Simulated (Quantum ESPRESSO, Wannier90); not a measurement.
# AgNO₃ (R3m): Wannier90 run

Materials Project entry mp-8196; symmetrised, unrelaxed at this level. COD (Crystallography Open Database) has the formula in 2 space groups, this one among them (matched by group alone). Level: PBEsol, spinors with spin-orbit coupling; pw.x of Quantum ESPRESSO at 68 Ry with PseudoDojo potentials, 6×6×6 k-points, Wannier90. Density: 8×8×8 mesh, cold smearing 0.01 Ry.

```
begin unit_cell_cart
ang
    2.5909299136    1.4958740831    2.8787470000
   -2.5909299136    1.4958740831    2.8787470000
    0.0000000000   -2.9917481662    2.8787470000
end unit_cell_cart
mp_grid = 6 6 6
```

Question: Which shells of neighbouring k-points and which b-vectors and weights does Wannier90 pick for this cell and mesh?

Answer: 
```
 *---------------------------------- K-MESH ----------------------------------*
 +----------------------------------------------------------------------------+
 |                    Distance to Nearest-Neighbour Shells                    |
 |                    ------------------------------------                    |
 |          Shell             Distance (Ang^-1)          Multiplicity         |
 |          -----             -----------------          ------------         |
 |             1                   0.262976                      6            |
 |             2                   0.336550                      6            |
 |             3                   0.363769                      2            |
 |             4                   0.404178                      6            |
 |             5                   0.482200                      6            |
 |             6                   0.525952                      6            |
 |             7                   0.538240                      6            |
 |             8                   0.543772                     12            |
       ... (lines left out)
 +----------------------------------------------------------------------------+
 | The b-vectors are chosen automatically                                     |
 | The following shells are used:                       1,  2                 |
 +----------------------------------------------------------------------------+
 |                        Shell   # Nearest-Neighbours                        |
 |                        -----   --------------------                        |
 |                          1               6                                 |
 |                          2               6                                 |
 +----------------------------------------------------------------------------+
 | Completeness relation is fully satisfied [Eq. (B1), PRB 56, 12847 (1997)]  |
 +----------------------------------------------------------------------------+
 |                  b_k Vectors (Ang^-1) and Weights (Ang^2)                  |
 |                  ----------------------------------------                  |
 |            No.         b_k(x)      b_k(y)      b_k(z)        w_b           |
 |            ---        --------------------------------     --------        |
 |             1         0.000000   -0.233352    0.121256     4.383426        |
 |             2        -0.202089    0.116676    0.121256     4.383426        |
 |             3         0.202089    0.116676    0.121256     4.383426        |
 |             4         0.000000    0.233352   -0.121256     4.383426        |
 |             5         0.202089   -0.116676   -0.121256     4.383426        |
 |             6        -0.202089   -0.116676   -0.121256     4.383426        |
 |             7        -0.202089   -0.116676    0.242512     1.738021        |
 |             8         0.202089   -0.116676    0.242512     1.738021        |
 |             9         0.000000    0.233352    0.242512     1.738021        |
 |            10         0.202089    0.116676   -0.242512     1.738021        |
 |            11        -0.202089    0.116676   -0.242512     1.738021        |
 |            12         0.000000   -0.233352   -0.242512     1.738021        |
```
